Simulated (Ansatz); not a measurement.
Cu Kα1 powder pattern (kinematic, no thermal factors).
2θ (°) (relative intensity): 13.24 (23), 19.91 (8), 26.66 (3), 36.44 (5), 37.08 (8), 38.93 (100), 40.46 (26), 41.87 (8), 45.72 (62), 47.59 (3), 50.33 (8), 54.91 (1), 55.58 (4), 61.38 (2), 65.58 (20), 66.00 (2), 67.25 (2), 67.71 (15), 69.29 (1), 74.55 (3), 78.97 (11), 79.97 (19), 81.94 (8), 83.60 (10), 84.96 (3), 87.03 (1), 87.51 (2), 89.96 (3)

The pattern is computed from a structure relaxed with DFT PBE, scalar-relativistic, plane waves, PAW in Ansatz 0.2.0. No spin polarisation. Its elements are Al, Cu.

Task: Give the structure.

Result: Al5Cu.
Space group P-3m1 (No. 164). a = 2.845 Å, b = 2.845 Å, c = 13.366 Å, α = 90.00°, β = 90.00°, γ = 120.00°
```json
{"atom": "Al", "site": "1a", "symmetry": "-3m.", "x": "0.0000", "y": "0.0000", "z": "0.0000"}
{"atom": "Al", "site": "2d", "symmetry": "3m.", "x": "0.3333", "y": "0.6667", "z": "0.8251"}
{"atom": "Al", "site": "2d", "symmetry": "3m.", "x": "0.6667", "y": "0.3333", "z": "0.6508"}
{"atom": "Cu", "site": "1b", "symmetry": "-3m.", "x": "0.0000", "y": "0.0000", "z": "0.5000"}
```

A pattern alone doesn't exclude other cells with like lines; this is the one computed.

The cell was found from a structure generator's guess, not taken from experiment.
